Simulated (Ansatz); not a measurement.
Al (fcc, Cu type)

```
Al
1.0
    0.00000     2.02024     2.02024
    2.02024     0.00000     2.02024
    2.02024     2.02024     0.00000
Al
1
Direct
  0.00000   0.00000   0.00000
```

Calculation: PBE (plane waves to 420 eV, PAW, scalar-relativistic; Ansatz, a quantum-chemistry and plane-wave program). Harmonic phonons by density-functional perturbation theory on a 20×20×20 k mesh, in cm⁻¹ and rounded to 5; i marks imaginary ones, q is in fractions of the reciprocal vectors of the cell shown, and the three acoustic modes at Γ are left out. The program warned that its band solver left a few bands short of their tolerance. Al was relaxed with its symmetry unable to fall.

**Question.** Is the structure dynamically stable at L = (0.5, 0.0, 0.0), X = (0.5, 0.5, 0.0)?

**Answer.** No imaginary mode at these points (lowest 135 cm⁻¹ at L = (0.5, 0.0, 0.0)); other wave vectors were not tested.

**Question.** Predict the phonon wavenumbers at L = (0.5, 0.0, 0.0), X = (0.5, 0.5, 0.0).

**Answer.** 
```tsv
q	wavenumbers (cm⁻¹)
L = (0.5, 0.0, 0.0)	135 (×2), 320
X = (0.5, 0.5, 0.0)	190 (×2), 320
```
